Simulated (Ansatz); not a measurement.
Formation energy of LiGa

Level of theory: DFT, PBEsol, scalar-relativistic, no spin polarisation; plane waves to 420 eV with PAW datasets (Ansatz 0.2.0), Γ-centred 8×8×8 mesh, 0.05 eV Gaussian smearing; PAW files: Ansatz's generated set soft_2.

The chain of runs began from a cell as deposited in COD, expanded in volume.

The structure is cubic, space group Fd-3m (No. 227). Conventional cell: a = 6.152 Å, b = 6.152 Å, c = 6.152 Å, α = 90.00°, β = 90.00°, γ = 90.00°. Li (site symmetry -43m) is surrounded by 4 Li at 2.66 Å and 4 Ga at 2.66 Å. Ga (site symmetry -43m) is surrounded by 4 Li at 2.66 Å and 4 Ga at 2.66 Å. (Shells end 15 % past the nearest neighbour.)

The elements were computed in their standard states with the same datasets, cutoff and functional. Absolute energies hang on the potentials; compare differences alone.

Energy of the relaxed cell (4 atoms, smearing extrapolated to zero): -7893.752 eV. Elements, in eV/atom: Li -202.997, Ga -3743.203.

What is the formation energy?

[-7893.752 − (2 × -202.997 + 2 × -3743.203)] / 4 = -0.34 eV/atom, or -33 kJ per mole of atoms.

The value is for 0 K, without zero-point energy. A negative value shows stability against the elements alone, not against other compounds or structures.
